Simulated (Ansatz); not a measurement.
Si in space group I4_132 (No. 214; Si on 8a) at seven volumes, plane-wave PAW r²SCAN (Ansatz code), scaled uniformly. One row is withheld.

```tsv
V (Å³/atom)	P (GPa)
29.636	5.84
30.613	3.57
31.590	1.64
32.567	0.00
33.544	-1.39
34.521	-2.55
35.498	?
```

### Question
Fit the shown pressures and predict the withheld one.

### Answer
P = (3/2)B₀(x^(7/2) − x^(5/2))[1 + (3/4)(B′ − 4)(x − 1)] with x = (V₀/V)^(2/3). Least squares on the six rows gives V₀ = 32.569 Å³/atom, B₀ = 50.1 GPa, B′ = 4.50. At V = 35.498, x = 0.9442 and P = -3.56 GPa. The run itself gave -3.45 GPa.

The start of the workflow was typed in or built on a structure type; neither database checked (COD, Materials Project) lists it. It is not the phase usual at ambient conditions (space group No. 227). The cell was relaxed with r²SCAN under the symmetry of its start. At this level the phase is mechanically unstable.

Potentials: the later of the program's two PAW sets.
